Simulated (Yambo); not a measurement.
Yambo run on K₂PtH₆ (space group Fm-3m, No. 225). The wavefunctions come from this Quantum ESPRESSO step (PBEsol, PseudoDojo standard norm-conserving files, scalar-relativistic):

```
&CONTROL
  calculation = 'nscf'
  pseudo_dir = './pseudo'
  outdir = './out'
/
&SYSTEM
  ibrav = 0
  nat = 9
  ntyp = 3
  ecutwfc = 84.0
  ecutrho = 336.0
  occupations = 'fixed'
  force_symmorphic = .true.
  nbnd = 191
/
&ELECTRONS
  conv_thr = 9.000000000000001e-09
  diago_full_acc = .true.
  diago_thr_init = 1e-08
/
ATOMIC_SPECIES
H 1.0080 H.upf
K 39.0983 K.upf
Pt 195.0840 Pt.upf
CELL_PARAMETERS angstrom
  0.000000000000   4.060020000000   4.060020000000
  4.060020000000   0.000000000000   4.060020000000
  4.060020000000   4.060020000000   0.000000000000
ATOMIC_POSITIONS crystal
H   0.797860000000   0.797860000000   0.202140000000
H   0.202140000000   0.202140000000   0.797860000000
H   0.202140000000   0.797860000000   0.797860000000
H   0.797860000000   0.202140000000   0.202140000000
H   0.797860000000   0.202140000000   0.797860000000
H   0.202140000000   0.797860000000   0.202140000000
K   0.750000000000   0.750000000000   0.750000000000
K   0.250000000000   0.250000000000   0.250000000000
Pt   0.000000000000   0.000000000000   0.000000000000
K_POINTS automatic
2 2 2 0 0 0
```

Yambo input:

```
rim_cut
gw0
dyson
el_el_corr
HF_and_locXC
ppa
em1d
RandQpts= 1000000
RandGvec= 1 Ry
EXXRLvcs= 84 Ry
VXCRLvcs= 336 Ry
Chimod= "HARTREE"
% BndsRnXp
 5 | 188 |
%
NGsBlkXp= 7 Ry
% LongDrXp
 1.0 | 1.0 | 1.0 |
%
PPAPntXp= 27.2114 eV
% GbndRnge
 1 | 188 |
%
GTermKind= "BG"
DysSolver= "n"
ExtendOut
% QPkrange
 1 | 1 | 21 | 22 |
 2 | 2 | 21 | 22 |
 3 | 3 | 21 | 22 |
%
```

k points by index: 1 = Γ, 2 = L, 3 = X.

The o-*.qp file then holds:

```
#    K-point    Band    Eo [eV]    E [eV]    E-Eo [eV]    Vxc [eV]    Vnlxc [eV]    Sc|Eo [eV]    Sc|E [eV]    dSc/dw|Eo [eV]    Re(Z)    Im(Z)
#
    1    21    -0.231400    -1.799867    -1.568467    -11.33524    -14.79668    1.562263    1.892975    -5.737137    0.825874    -0.001316
    1    22    5.225431    5.917577    0.692146    -7.393783    -3.479271    -3.113337    -3.222366    -4.286286    0.863917    -0.235732E-3
    2    21    0.000000    -1.559827    -1.559827    -11.67028    -15.11864    1.560440    1.888539    -5.723376    0.826219    -0.001217
    2    22    5.609386    6.770315    1.160929    -11.94321    -7.763024    -2.806175    -3.019255    -4.994114    0.844929    -0.900823E-3
    3    21    -0.115566    -1.712962    -1.597397    -11.60289    -15.10703    1.570820    1.906746    -5.722096    0.826251    -0.001234
    3    22    3.900575    4.748342    0.847767    -10.14474    -6.582773    -2.569528    -2.714200    -4.643186    0.854237    -0.001038
```
(The two width columns are left out.) Convergence of these settings isn't established.

Spin-orbit coupling is not included.

Geometry of the Materials Project entry, not relaxed at this level.

The structure is a Materials Project entry; no match was found in the copy of COD used, and its stability was not checked.
